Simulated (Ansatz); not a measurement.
Task: Ru (hcp (Mg type), P6_3/mmc) is relaxed with plane-wave PAW r²SCAN (Ansatz code). What lattice parameters of the conventional cell result?

Result: a = 2.705 Å, c = 4.266 Å.

The r²SCAN relaxation kept the symmetry of its start; of distortions, only those at the zone centre were tested. No spin polarisation was allowed. Axis ratios of metals converge slowly with the k-mesh, so a and c are less sure than the volume.

Potentials: the earlier of the program's two PAW sets.
